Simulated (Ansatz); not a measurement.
This run works on a generated trial structure, not on a known crystal.

Input and command of a plane-wave DFT calculation in Ansatz:

```yaml
crystal:
  lattice:
    - [3.97144394, 0.0, 0.0]
    - [0.0, 3.97144394, 0.0]
    - [0.0, 0.0, 9.63411091]
  atoms:
    - { symbol: Mg, position: [0.5, 0.5, 0.76719595] }
    - { symbol: Mg, position: [0.5, 0.5, 0.23280405] }
    - { symbol: Mg, position: [0.0, 0.0, 0.5] }
    - { symbol: Ge, position: [0.5, 0.5, 0.0] }
    - { symbol: Ge, position: [0.0, 0.0, 0.07655573] }
    - { symbol: Ge, position: [0.0, 0.0, 0.92344427] }
    - { symbol: "N", position: [0.0, 0.0, 0.66775308] }
    - { symbol: "N", position: [0.0, 0.0, 0.33224692] }
basis:
  ecutwfc: 420
kpoints:
  mp_grid: { grid: [4, 4, 2] }
hamiltonian:
  xc: pbe
scf:
  occupations: { method: gaussian, width: 0.2 }
  lower_state_search: "off"
output:
  forces: true
  stress: true
  eigenvalues: true
relax:
  adjacent_minimum: "off"
  f_tol: 0.08
  max_steps: 16
  cell: { stress_tol: 0.8 }
```

```bash
ansatz run input.yaml --threads 1 --pin off --max-ram 2560MiB --backend cpu --events-out ev --progress --plain --runs-dir out
```

Processor: Intel(R) Xeon(R) Processor @ 2.50GHz (Skylake/Cascade Lake), 1 thread, on a host shared with other jobs.

Question: How long does it run, and how much memory does it take?

Answer: About 2.9 min, peak memory 0.46 GiB. It solves 50 bands at 12 k points (after reduction by symmetry) with about 2431 plane waves (on the last cell), in 108 SCF iterations over 14 ionic steps.
